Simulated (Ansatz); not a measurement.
Name crystals whose computed values (LDA (plane waves, PAW; program Ansatz)) fall in these windows: Θ_D (K) 260 to 330; G_Hill (GPa) 31 to 45.



| crystal | Θ_D (K) | G_Hill (GPa) |
|---|---|---|
| ZnAg, P-6m2 (Zn on 1a, Ag on 1d) | 274 | 39.3 |
| MgTe, rock salt | 298 | 35.2 |
| LaAs, rock salt | 285 | 43.4 |
| Sr3SnO, anti-perovskite | 318 | 42.0 |
| Al2Pt, fluorite or antifluorite type | 301 | 43.4 |
Others may fit too.

Built on a structure type that need not be the filed one of that space group: MgTe, rock salt. Standing as an ambient phase not checked: ZnAg, P-6m2 (Zn on 1a, Ag on 1d); MgTe, rock salt; LaAs, rock salt; Sr3SnO, anti-perovskite. Perhaps ordered models of mixed-site phases: ZnAg, P-6m2 (Zn on 1a, Ag on 1d). All cells were relaxed under the symmetry of their starts (and spin orders); stability against distortions was not tested throughout. Rows with no word on spin ran without spin polarisation. Scalar-relativistic: spin–orbit coupling is off unless named, which matters more the heavier the elements.

Potentials: the later of the program's two PAW sets.
